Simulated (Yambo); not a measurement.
BSE-type run in Yambo on RbCdF₃ (cubic perovskite, space group Pm-3m, No. 221), at zero momentum.

Quantum ESPRESSO step (PBEsol, PseudoDojo standard norm-conserving files, fully relativistic):
```
&CONTROL
  calculation = 'nscf'
  pseudo_dir = './pseudo'
  outdir = './out'
/
&SYSTEM
  ibrav = 0
  nat = 5
  ntyp = 3
  ecutwfc = 102.0
  ecutrho = 408.0
  occupations = 'fixed'
  force_symmorphic = .true.
  nbnd = 118
  noncolin = .true.
  lspinorb = .true.
/
&ELECTRONS
  conv_thr = 5e-09
  diago_full_acc = .true.
  diago_thr_init = 1e-08
/
ATOMIC_SPECIES
F 18.9984 F.upf
Rb 85.4678 Rb.upf
Cd 112.4140 Cd.upf
CELL_PARAMETERS angstrom
  4.424980000000   0.000000000000   0.000000000000
  0.000000000000   4.424980000000   0.000000000000
  0.000000000000   0.000000000000   4.424980000000
ATOMIC_POSITIONS crystal
F   0.000000000000   0.500000000000   0.500000000000
F   0.500000000000   0.000000000000   0.500000000000
F   0.500000000000   0.500000000000   0.000000000000
Rb   0.000000000000   0.000000000000   0.000000000000
Cd   0.500000000000   0.500000000000   0.500000000000
K_POINTS automatic
4 4 4 0 0 0
```

Yambo input:
```
rim_cut
optics
bse
bss
dipoles
RandQpts= 1000000
RandGvec= 1 Ry
FFTGvecs= 40 Ry
BSKmod= "HARTREE"
BSEmod= "resonant"
BSSmod= "hs"
BSENGexx= 15 Ry
% KfnQP_E
 3.356 | 1.0 | 1.0 |
%
% BSEQptR
 1 | 1 |
%
% BSEBands
 23 | 58 |
%
% BEnRange
 0.0 | 14.2 | eV
%
% BDmRange
 0.15 | 0.15 | eV
%
BEnSteps= 284
% BLongDir
 1.0 | 0.0 | 0.0 |
%
BSHayTrs= -0.02
BSSNEig= 48
WRbsWF
```

From the report:

The dimension is k points × valence × conduction bands = 64 × 28 × 8 = 14336.
```
  [SLEPC] Approach                          : Krylov-Schur
  [SLEPC] Number of requested eigenvalues   :   48
  [SLEPC] Number of eigenvalues        [NEV]:   48
   [K] Dimension                                    :  14336
   [K] Bands                                        :   23   58
   [K] Exchange res                                 : yes
   [K] Correlation res                              : no
   [K] W interaction is bare                        : no
   [K] RL vectors exchange                          :   619
```

Geometry of the Materials Project entry, not relaxed at this level.

The structure is a Materials Project entry; no match was found in the copy of COD used, and its stability was not checked.
